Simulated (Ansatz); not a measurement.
C in space group P6_122 (No. 178; C on 6b), PBE in the plane-wave PAW code Ansatz. The conduction-band minimum lies on the Γ–A line, 39 % of the way from Γ, with 2 equivalent valleys. Second derivatives d²E/dk² of the lowest band at one valley (eV·Å²), along Cartesian directions:

```
direction  d²E/dk²
---------  -------
[100]        1.582
[010]        1.577
[001]        25.41
[110]        1.581
[101]        13.49
[011]        13.50
```

Find the principal effective masses, the density-of-states mass and the conductivity mass.

Off-diagonal terms follow from H_xy = H[110] − (H_xx + H_yy)/2, and m*/mₑ = 7.620 eV·Å² over each eigenvalue: 0.30, 4.8, 4.8. One valley's DOS mass (m₁m₂m₃)^(1/3) = 1.9, conductivity mass 3/(Σ 1/mᵢ) = 0.80 mₑ.

What effective density of states Nc follows at 300 K for parabolic valleys?

Nc = 2.509e19 × 2 × (1.9)^(3/2) ≈ 1.3e20 cm⁻³.

The start of the workflow was typed in or built on a structure type; neither database checked (COD, Materials Project) lists it. It is not the phase usual at ambient conditions (space group No. 194, 227). Symmetry was held in the PBE relaxation; whether a distortion lowers the energy is not shown.

Potentials: the later of the program's two PAW sets.

Edges and masses are those of Kohn–Sham bands, whose gap is no quasiparticle gap.
